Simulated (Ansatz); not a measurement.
**Ga2BiAs, first-principles data**

Ga2BiAs:
```cif
data_AsBiGa2
_chemical_formula_sum 'Ga2 Bi1 As1'
_space_group_name_H-M_alt 'P 1'
_space_group_IT_number 1
_cell_length_a 7.38904
_cell_length_b 7.38904
_cell_length_c 7.38904
_cell_angle_alpha 33.292
_cell_angle_beta 33.292
_cell_angle_gamma 33.292
loop_
_space_group_symop_operation_xyz
  'x, y, z'
loop_
_atom_site_label
_atom_site_type_symbol
_atom_site_fract_x
_atom_site_fract_y
_atom_site_fract_z
_atom_site_occupancy
Ga1 Ga 0.88297 0.88297 0.88297 1
Ga2 Ga 0.36798 0.36798 0.36798 1
Bi1 Bi 0.49895 0.49895 0.49895 1
As1 As 0.00011 0.00011 0.00011 1
```

Space group R3m (No. 160); conventional cell a = 4.233 Å, b = 4.233 Å, c = 20.919 Å, α = 90.00°, β = 90.00°, γ = 120.00°.

Method: the program Ansatz at the PBEsol level (PAW). Geometry: relaxed at this level of theory. Other levels are named where they apply.

**Cell and energy**

| Item | Result |
|---|---|
| Volume per atom | 27.06 Å³ |
| Density | 6.50 g/cm³ |
| Formation energy from the elements (no fitted shifts) | -0.065 eV/atom |

**Electronic structure**

| Item | Value |
|---|---|
| Electronic character | metallic (no gap) |
| Density of states at the Fermi level | 0.10 states/eV per atom (mean over ±0.08 eV) |
| Gap with spin–orbit coupling | none (metallic) |

**Mechanics**

| Item | Result |
|---|---|
| Bulk modulus (Birch–Murnaghan fit) | 51.0 GPa |
| Pressure derivative B′ | 4.6 |

**Phonons**

| Quantity | Value |
|---|---|
| Highest zone-centre frequency | 239 cm⁻¹ |
| Zone-centre stability | no imaginary mode at Γ |

The first step of the workflow began from a Materials Project structure, measured or hypothetical; the Crystallography Open Database copy checked does not list it. Its standing as an ambient phase is unchecked. The PBEsol relaxation kept the symmetry of its start. As this level gives no gap, phonon frequencies hold no LO–TO term and depend on the k-mesh and smearing (Fermi–Dirac, 0.1 eV here). The references are the lowest solids computed at this level, not always the standard phases. Spin–orbit coupling is left out wherever it is not named.

Potentials: the later of the program's two PAW sets.
